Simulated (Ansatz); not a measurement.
One crystal and one scan (energy over volume and axial ratio) at two levels, r2SCAN+rVV10 (plane waves to 500 eV, PAW, scalar-relativistic; Ansatz, a program for electronic structure) and PBEsol-D3(BJ) (plane waves to 420 eV, PAW, scalar-relativistic; Ansatz), each from its own relaxed cell and on its own mesh.

The crystal is C (graphite type, space group P6_3/mmc); volume and axial ratio are varied about the relaxed values (subscript 0).

The energy includes the smearing's −TS. C was relaxed with its symmetry unable to fall. With partly filled bands, the response to shear is sensitive to the k mesh, so small differences along c/a are uncertain.

| quantity | run 1 | run 2 |
|---|---|---|
| Lattice constant a (Å) | 2.458 | 2.455 |
| Lattice constant c (Å) | 6.565 | 6.671 |
| Relaxed volume (Å³/atom) | 8.59 | 8.71 |
| Modulus against c/a change at fixed volume, (3/4V)·∂²E/∂(ln c/a)² (fit, atoms clamped) (GPa) | 239 | 233 |

Task: Which run is which level?

Result: Run 2 is r2SCAN+rVV10, run 1 is PBEsol-D3(BJ). r2SCAN+rVV10 gives the higher value for: lattice constant c; relaxed volume. r2SCAN+rVV10 gives the lower value for: modulus against c/a change at fixed volume. They agree on: lattice constant a (within 0.2 %). Neither level is exact: the differences show how much the result hangs on the functional.

(A scan under strain: stresses follow from slopes of the energy per volume, elastic moduli from its curvatures.)
